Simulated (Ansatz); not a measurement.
A metal film that reacts with Ge consumes substrate; on a shallow junction the depth consumed per thickness of contact matters as much as the driving force.

NiGe serves as the reference. 5 nm of metal is deposited and fully reacted. All products have no gap at this level.

Methods, by column (Ansatz, a plane-wave PAW program): volume per atom: r²SCAN, relaxed cell; metal volume, Ge volume: r²SCAN, the element in its room-temperature structure; ΔH_f: r²SCAN, 0 K, against the elements in the same set-up, no fitted corrections.

Model phases, started by placing the elements on a structure type or from a typed cell, with no claim that they are known: YGe2 (P4/mmm, tP3). Runs started from generated or typed cells of the structure named: NiGe. Whether these are the forms stable at ambient conditions was not checked: V3Ge (Pm-3n, cP8). No claim is made that these are known or stable phases: Pt2Ge3 (Pnma, oP20). Magnetic states: V3Ge (Pm-3n, cP8) ferromagnetic, as set for this run. Functionals of the SCAN family are commonly reported to give itinerant 3d magnets too large moments and volumes. Run without spin polarisation: NiGe. Spin–orbit coupling is left out unless named. No other phase of the formula is at hand at the same level beside V3Ge (Pm-3n, cP8), Pt2Ge3 (Pnma, oP20). ΔH_f counts from the lowest computed solid of each element: Ge (Fd-3m), Ni (Fm-3m, ferromagnetic), Pt (Fm-3m), V (Im-3m), Y (P6_3/mmc).

```csv
crystal,Ge atoms per metal atom,V (Å³/atom),V of the metal (Å³/atom),V of Ge (Å³/atom),ΔH_f (eV/atom)
"V3Ge (Pm-3n, cP8)",0.333,13.27,13.26,22.83,−0.385
"YGe2 (P4/mmm, tP3)",2.000,23.23,33.49,22.83,−0.542
"NiGe (Pnma), reference",1.000,13.30,10.52,22.83,−0.265
"Pt2Ge3 (Pnma, oP20)",1.500,17.60,15.29,22.83,−0.412
```

Working rules: Ge consumed = metal thickness × y × V(Ge)/V(metal); product = metal thickness × (1 + y) × V/V(metal); ratio = consumed/product; volume change = product/(metal + consumed) − 1.

**Question.** Work out Ge consumed, product thickness, Ge consumed per nm of product and volume change for V3Ge (Pm-3n, cP8).

**Answer.** 
1. Ge consumed: 5 × 0.333 × 22.83/13.26 = 2.87 nm
2. product thickness: 5 × (1 + 0.333) × 13.27/13.26 = 6.67 nm
3. Ge consumed per nm of product: 2.87/6.67 = 0.43
4. volume change: 100 × (6.67/(5 + 2.87) − 1) = −15 %

**Question.** Which order results for Ge consumed per nm of product (lowest first)?

**Answer.** The same steps for every row:

| crystal | Ge consumed (nm) | product thickness (nm) | consumed per nm of product | volume change (%) |
|---|---|---|---|---|
| V3Ge (Pm-3n, cP8) | 2.87 | 6.67 | 0.43 | −15 |
| YGe2 (P4/mmm, tP3) | 6.82 | 10.40 | 0.66 | −12 |
| NiGe (Pnma), reference | 10.85 | 12.64 | 0.86 | −20 |
| Pt2Ge3 (Pnma, oP20) | 11.20 | 14.39 | 0.78 | −11 |

Ranking by Ge consumed per nm of product, lowest first: V3Ge (Pm-3n, cP8) (0.43 ± 0.014), YGe2 (P4/mmm, tP3) (0.66 ± 0.021), Pt2Ge3 (Pnma, oP20) (0.78 ± 0.025), NiGe (0.86 ± 0.027). The ± follows from allowances picked for this note (volume per atom 1 %, metal volume 1 %, 3 % for the model), carried to first order and added in quadrature; ≈ joins neighbours closer than their two ± added in quadrature. On this figure 3 of 3 candidates do clearly better than the reference.

Which phase forms first is kinetic; barrier heights, resistivities and agglomeration are not treated. Phases over 50 meV/atom above the lowest one at hand were not drawn (by r²SCAN where it compared them, else by the largest value; a layered or molecular lowest phase counts only with a dispersion term); other phases could lie lower still. Rows were sampled with a lean to familiar crystals, related or not, whatever their agreement with measurement; tables with many equal figures were not kept. Limits of the draw: ΔH_f under −0.03 eV/atom; for ΔH_f, runs without a dispersion term, no Mn, and elements whose lowest cell is their usual one. As a rule kept out of such tables: 4f compounds, open-shell compounds run without a Hubbard term, cells found unstable in the tests at hand, cells close to a higher symmetry, and runs set to a pressure or over 12 % in volume from the crystal's fullest run.
